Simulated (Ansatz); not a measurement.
Input and command of a calculation in Ansatz (plane waves; scalar-relativistic PAW potentials unless the input names others):

```yaml
crystal:
  lattice:
    - [4.4558067075, 0.0, 0.0]
    - [0.0, 4.4558067075, 0.0]
    - [0.0, 0.0, 4.4558067075]
  atoms:
    - { symbol: V, position: [0.0, 0.5, 0.5] }
    - { symbol: V, position: [0.5, 0.0, 0.5] }
    - { symbol: V, position: [0.5, 0.5, 0.0] }
    - { symbol: Ni, position: [0.0, 0.0, 0.0] }
    - { symbol: Mo, position: [0.5, 0.5, 0.5] }
basis:
  ecutwfc: "200 eV"
kpoints:
  mp_grid: { grid: [8, 8, 8] }
hamiltonian:
  xc: pbe
scf:
  occupations: { method: gaussian, width: 0.1 }
output:
  forces: true
  eigenvalues: true
  stress: true
accuracy: medium
```

```bash
ansatz run input.yaml --threads 1 --pin off --max-ram 2560MiB --backend cpu --events-out ev --progress --plain --runs-dir out
```

Abridged log:
```
Warning: basis.ecutwfc = 200 eV is below the records' recommended 420 eV, and the density's cutoff is lower with it unless basis.ecutrho_ratio is high enough to keep the records' density cutoff: compare with a run at a higher cutoff
Basis set: ecut = 200 eV, 587 PW (Γ), exchange–correlation on 48×48×48 points (8 copies of the dense FFT grid, shifted against one another)
Bands: 43, of which v1, the nominal top of the filled ones, is band 36 counted from 1 (35 counted from 0)
Symmetry: 48 space group operations
k-points: 35 of 512
SCF iter   1: F=—  HF=-19493.536040 eV  |F-HF|=—  |Δ(HF+E_count)|=         —  Δρ=1.89e-1  dr2=1.91e1  ethr=1.77e-3  ⟨swp⟩=4.0  Hψ=4722  notcnv=0
SCF iter   2: F=—  HF=-19489.287129 eV  |F-HF|=—  |Δ(HF+E_count)|=    4.25e0  Δρ=5.86e-2  dr2=1.80e0  ethr=1.77e-3  ⟨swp⟩=2.6  Hψ=3284  notcnv=0  defer=38
SCF iter   3: F=—  HF=-19488.924680 eV  |F-HF|=—  |Δ(HF+E_count)|=   3.62e-1  Δρ=2.16e-2  dr2=5.50e-1  ethr=1.77e-3  ⟨swp⟩=2.9  Hψ=2975  notcnv=0  defer=37
SCF iter   4: F=—  HF=-19488.849975 eV  |F-HF|=—  |Δ(HF+E_count)|=   7.47e-2  Δρ=7.82e-3  dr2=6.82e-2  ethr=7.74e-4  ⟨swp⟩=2.0  Hψ=2118  notcnv=0  defer=41
SCF iter   5: F=—  HF=-19488.850453 eV  |F-HF|=—  |Δ(HF+E_count)|=   4.78e-4  Δρ=2.84e-3  dr2=8.46e-3  ethr=9.60e-5  ⟨swp⟩=1.3  Hψ=1544  notcnv=0  defer=41
SCF iter   6: F=—  HF=-19488.850128 eV  |F-HF|=—  |Δ(HF+E_count)|=   3.25e-4  Δρ=1.10e-3  dr2=1.57e-3  ethr=1.19e-5  ⟨swp⟩=1.0  Hψ=1465  notcnv=0  defer=41
SCF iter   7: F=—  HF=-19488.850055 eV  |F-HF|=—  |Δ(HF+E_count)|=   7.29e-5  Δρ=1.35e-4  dr2=2.07e-5  ethr=2.21e-6  ⟨swp⟩=1.1  Hψ=1477  notcnv=0  defer=40
SCF iter   8: F=—  HF=-19488.850251 eV  |F-HF|=—  |Δ(HF+E_count)|=   1.96e-4  Δρ=1.40e-4  dr2=1.84e-5  ethr=2.91e-8  ⟨swp⟩=2.0  Hψ=2455  notcnv=0  defer=40
SCF iter   9: F=—  HF=-19488.850249 eV  |F-HF|=—  |Δ(HF+E_count)|=   1.80e-6  Δρ=1.62e-5  dr2=1.54e-7  ethr=2.59e-8  ⟨swp⟩=2.0  Hψ=1922  notcnv=0  defer=40
SCF iter  10: F=-19488.850249 eV  HF=-19488.850249 eV  |F-HF|=5.59e-8  |Δ(HF+E_count)|=   1.44e-7  Δρ=8.92e-6  dr2=7.82e-8  ethr=1.41e-10  ⟨swp⟩=8.3  Hψ=4952  notcnv=0
SCF 1 converged in 10 iterations: F = -19488.850249 eV  dr2 = 7.82e-8
SCF converged after 10 iterations
Free energy (F): -19488.850249 eV
Harris-Foulkes:  -19488.850249 eV  (|F-HF|=5.59e-8)
Internal energy: -19488.802271 eV  (E = F + TS)
E sigma→0 (E₀):  -19488.826260 eV
Entropy (-TS):   -0.047978 eV (-9.596 meV/atom)
Fermi energy:    12.488444 eV
--- Forces (eV/Å), atoms counted from 1 ---
  atom   1  V      0.00000000     0.00000000     0.00000000
  atom   2  V      0.00000000     0.00000000     0.00000000
  atom   3  V      0.00000000     0.00000000     0.00000000
  atom   4  Ni     0.00000000     0.00000000     0.00000000
  atom   5  Mo     0.00000000     0.00000000     0.00000000
--- Stress (GPa, compression-positive) ---
      -10.646284       0.000000       0.000000
        0.000000     -10.646284       0.000000
        0.000000       0.000000     -10.646284
  P = ⅓ Tr σ = -10.6463 GPa (-106.463 kbar)
```

Apart from outputs, empty bands and the relaxation, which only the reference makes, the input differs from a reference run on usual settings in accuracy: not typed → "medium"; basis.ecutwfc: 420 → "200 eV". The reference, at the same geometry, ended its own course with pressure 0.00 GPa, largest force 0.000 eV/Å, no gap on the mesh. This run converged in 10 SCF iterations with an energy at zero smearing 7.4 eV/atom above the reference's, pressure -10.65 GPa, largest force 0.000 eV/Å, no gap on the mesh. Its cutoff is looser than usual, and the result moved.

The run took 2.9 s on 1 thread of Arm Neoverse V2 (shared host), peak memory 0.34 GiB.